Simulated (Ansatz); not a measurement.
# Sc6RhI2 single point

Input file of Ansatz 0.2.0:

```yaml
crystal:
  lattice:
    - [4.052722, 7.019516, 0.0]
    - [-4.052722, 7.019516, 0.0]
    - [0.0, 0.0, 4.030563]
  atoms:
    - { symbol: Sc, position: [0.242, 0.758, 0.0] }
    - { symbol: Sc, position: [0.758, 0.0, 0.0] }
    - { symbol: Sc, position: [0.0, 0.242, 0.0] }
    - { symbol: Sc, position: [0.6068, 0.3932, 0.5] }
    - { symbol: Sc, position: [0.3932, 0.0, 0.5] }
    - { symbol: Sc, position: [0.0, 0.6068, 0.5] }
    - { symbol: Rh, position: [0.0, 0.0, 0.5] }
    - { symbol: I, position: [0.3333, 0.3334, 0.0] }
    - { symbol: I, position: [0.6667, 0.6666, 0.0] }
  symmetry: { tolerance: 0.0003 }
kpoints:
  mp_grid: { grid: [6, 6, 6], shift: [0, 0, 0] }
  band_path:
    path:
      - [0.0, 0.0, 0.0]
      - [0.49999994, 0.50000002, 0.0]
      - [0.33333329, 0.66666675, 0.0]
      - [0.0, 0.0, 0.0]
      - [0.0, 0.0, 0.5]
      - [0.49999994, 0.50000002, 0.5]
      - [0.33333329, 0.66666675, 0.5]
      - [0.0, 0.0, 0.5]
      - [0.49999994, 0.50000002, 0.5]
      - [0.49999994, 0.50000002, 0.0]
      - [0.33333329, 0.66666675, 0.5]
    npoints: 7
magnetization:
  spin_polarized: false
scf:
  occupations: { method: cold, width: 0.0569 }
  lower_state_search: "off"
  max_iter: 200
hamiltonian:
  pseudopotentials: { kind: paw }
  xc: pbe
basis:
  ecutwfc: 420
  fft_grid_basis: typed
output:
  forces: true
  stress: true
  eigenvalues: true
  bader: true
  populations: true
  elf: true
  write_potential: true
  volumetric_format: npy
  dos:
    e_range: [-12, 8]
    de: 0.05
    projected: { site_lists: { I: [I], Rh: [Rh], Sc: [Sc] } }
checkpoint:
  read: saved_state
```

Run as

```sh
ansatz run input.yaml --threads 1 --pin off --max-ram 2560MiB --backend cpu --events-out ev --progress --plain --runs-dir out
```

The run starts from an earlier solution of this cell. 

Parts of the output:

```
Warning: the atoms were moved onto the symmetric positions of the space group found under crystal.symmetry.tolerance 3.0e-4 (fractional; no operation is sought that the atoms, as they stand in a round, miss by more than twice it, and no atom is moved by as much as it), and the run uses the moved positions.
Pseudopotentials: kind: paw
Pseudopotential: Sc, paw, valence charge 11, recommended cutoff 420 eV (normal), Sc.paw.azcp
Pseudopotential: Rh, paw, valence charge 17, recommended cutoff 420 eV (normal), Rh.paw.azcp
Pseudopotential: I, paw, valence charge 17, recommended cutoff 420 eV (normal), I.paw.azcp
Functional definition: PBE
  exchange = pbe_x(kappa = kappa, mu = beta*pi^2/3)
  correlation = pbe_c(beta = beta)
Crystal: 9 atoms, lattice volume = 229.324 Å³
Basis set: ecut = 420 eV, 4483 PW (Γ), exchange–correlation on 120×120×54 points (8 copies of the dense FFT grid, shifted against one another)
Bands: 71, of which v1, the nominal top of the filled ones, is band 59 counted from 1 (58 counted from 0)
Symmetry: 12 space group operations
Space group: P-62m (ITA 189), of the structure as read, at distance tolerance 1.8e-3 Å
k-points: 28 of 216 (time reversal used)
Initial density: read from a saved state, or passed on in memory by an earlier SCF of this step, an earlier step, the calling program or the single point that the run made first
Functional: x = pbe(κ = 0.804, μ = 0.2195), c = pbe(β = 0.0667)
SCF iter   1: F=—  Δρ=1.46e-3  dr2=6.23e-3
SCF iter   2: F=—  S|Δr|=    0.00e0  Δρ=7.37e-4  dr2=1.77e-3
SCF iter   3: F=—  S|Δr|=    0.00e0  Δρ=1.62e-4  dr2=1.03e-4
SCF iter   4: F=—  S|Δr|=    0.00e0  Δρ=4.48e-5  dr2=9.35e-6
SCF iter   5: F=—  S|Δr|=    0.00e0  Δρ=1.34e-5  dr2=6.44e-7
SCF iter   6: F=-34246.9170 eV  S|Δr|=    0.00e0  Δρ=4.50e-6  dr2=6.84e-8
Free energy (F): -34246.9170 eV
Harris-Foulkes:  -34246.9170 eV  (|F-HF|=1.50e-8)
Internal energy: -34246.9146 eV  (E = F + TS)
E sigma→0 (E₀):  -34246.9162 eV
Entropy (-TS):   -0.0024 eV (-0.263 meV/atom)
Fermi energy:    10.7864 eV
--- Per-component energies (eV) ---
  E_band       = -1928.3539
  E_kinetic    = 2506.7927
  E_local      = -11131.7571  (includes V_loc(G=0)·N_el)
  E_nonlocal   = 674.1438
  E_hartree    = 4566.0012
  E_xc         = -1100.2701
  E_vxc        = -1305.9291  (∫ρ·V_xc dr)
  E_paw        = -18954.0218  (= ΣΔE_a)
  E_vpaw       = -1803.6012  (= ΣTr[D̂ρ^β])
  E_aug_tail   = 0.0009  (compensation charges beyond the density's cutoff)
  E_ewald      = -10807.8042
  E_smearing   = -0.0024  (= −TS)
--- Forces (eV/Å), atoms counted from 1 ---
  atom   1  Sc    -0.6496     0.0000     0.0000
  atom   2  Sc     0.3248     0.5625     0.0000
  atom   3  Sc     0.3248    -0.5625     0.0000
  atom   4  Sc     0.3089     0.0000     0.0000
  atom   5  Sc    -0.1545    -0.2675     0.0000
  atom   6  Sc    -0.1545     0.2675     0.0000
  atom   7  Rh     0.0000     0.0000     0.0000
  atom   8  I      0.0000     0.0000     0.0000
  atom   9  I      0.0000     0.0000     0.0000
--- Stress (GPa, compression-positive) ---
       -5.6019       0.0000       0.0000
        0.0000      -5.6019       0.0000
        0.0000       0.0000      -9.5246
  P = ⅓ Tr σ = -6.9095 GPa (-69.095 kbar)
--- Löwdin populations: 9 sites ---
  site symbol       q [e]
     0     Sc     10.7399
     1     Sc     10.7399
     2     Sc     10.7399
     3     Sc     10.7502
     4     Sc     10.7502
     5     Sc     10.7502
     6     Rh     17.3393
     7      I     16.9256
     8      I     16.9256
  spilling = 0.0114 (of n_electrons = 117.0000)
--- Bader charges: 9 sites ---
  site symbol  charge [e]  shift [e]
     0     Sc      1.0550     0.0002
     1     Sc      1.0550     0.0002
     2     Sc      1.0550     0.0002
     3     Sc      0.8681     0.0001
     4     Sc      0.8681     0.0001
     5     Sc      0.8681     0.0001
     6     Rh     -2.8447     0.0003
     7      I     -1.4624     0.0002
     8      I     -1.4624     0.0002
```

Origin: a known structure type with other elements, at an estimated volume, so it need not be a known compound. Caveats: many states at the Fermi level without spin polarisation, so a magnetic state may lie lower.

Cost: 2.9 min on 1 thread of Arm Neoverse V2 (shared host), peak memory 0.97 GiB (start from a saved density).
